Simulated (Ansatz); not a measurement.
TiB$_{2}$ (P6/mmm), relaxed with PBEsol (Ansatz, a quantum-chemistry and plane-wave program, plane waves, PAW): a = b = 3.017 Å, c = 3.186 Å, α = β = 90.00°, γ = 120.00°.

```
Property              Result
--------------------  ------
ΔH_f (eV/atom)         -1.13
B₀ by P(V) fit (GPa)     263
K_Hill (GPa)             266
G_Hill (GPa)             271
Θ_D (K)                 1230
```

Task: The same phase is relaxed and computed with r²SCAN in the same code. What are the cell and these values now?

Result: a = b = 3.0245 Å, c = 3.2234 Å, α = β = 90.00°, γ = 120.00°.

- ΔH_f (eV/atom): -1.12
- B₀ by P(V) fit (GPa): 257
- K_Hill (GPa): 260
- G_Hill (GPa): 269
- Θ_D (K): 1230

All cells were relaxed under the symmetry of their starts (and spin orders); stability against distortions was not tested throughout. Rows with no word on spin ran without spin polarisation.

Potentials: the later of the program's two PAW sets.

Ansatz is a plane-wave DFT program.

Formation energies count from the lowest solids of the elements computed at the same level, not from gases.
